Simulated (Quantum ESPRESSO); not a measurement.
```xyz
7
Lattice="5.1272 0.0000 0.0000 -2.5636 4.4403 0.0000 0.0000 0.0000 4.3638" Properties=species:S:1:pos:R:3 pbc="T T T"
B      2.5636     1.4801     0.0000
O      1.1792     1.3721     0.0000
O      3.1623     2.7331     0.0000
O      3.3494     0.3352     0.0000
F      0.0000     2.9602     2.1819
Zn     0.0000     2.9602     0.0000
Ba     0.0000     0.0000     2.1819
```

The geometry is that of Materials Project entry mp-1077866, symmetrised and not relaxed again.

**Question.** What does LDA (Quantum ESPRESSO, PseudoDojo norm-conserving, 84 Ry, no spin-orbit coupling) give for the electronic structure near the Fermi level?

**Answer.** The LDA gap is indirect, 3.44 eV, from K to Γ; the smallest direct gap is 4.04 eV.
